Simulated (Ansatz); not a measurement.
## KCo2As2: pressure against volume

KCo2As2, I4/mmm, a = 3.716 Å, c = 13.479 Å. The structure is a Materials Project entry; whether it is the stable form wasn't checked. Ansatz: PBEsol, PAW, 420 eV, Γ-centred 14×14×14 mesh on 5 atoms, Gaussian smearing 0.10 eV; no spin polarisation. Shape and atoms are relaxed at each volume; pressure is positive in compression.

| V (Å³/atom) | P (GPa) |
| --- | --- |
| 16.375 | ? |
| 16.933 | 5.83 |
| 17.491 | 3.56 |
| 18.050 | 1.63 |
| 18.608 | 0.01 |
| 19.166 | -1.34 |
| 19.724 | -2.45 |
| 20.469 | -3.64 |

Task: Take V0 = 18.608 Å³/atom, count pressures from its P0 = 0.01 GPa, fit the third-order Birch–Murnaghan form to the other rows, and predict the missing pressure.

Result: With the Eulerian strain f = ½[(V0/V)^(2/3) − 1] and y = (P − P0)/[3f(1 + 2f)^(5/2)], the form is the line y = B0 + 1.5 B0 (B0′ − 4) f. Rows (f, y): 0.03245, 51.1; 0.02107, 50.7; 0.01025, 50.1; -0.00975, 48.5; -0.01904, 47.5; -0.03078, 46.3. Means f = 0.0007000, y = 49.033; Σ(Δf)² = 0.003004, ΣΔfΔy = 0.2316; the slope is their ratio. y = 48.98 + 77.11 f GPa, so B0 = 49.0 GPa and B0′ = 4 + 2 × (77.11)/(3 × 48.98) = 5.05. At V = 16.375, f = 0.04448, y = 52.41 and P = 8.66 GPa. The run gave 8.62 GPa, so the fit is 0.04 GPa too high, within twice the rms miss on the fitted rows (0.02 GPa).

Cost: 8 runs of about 19 core-minutes in all, on Intel Xeon 6975P-C (Granite Rapids) (shared hosts).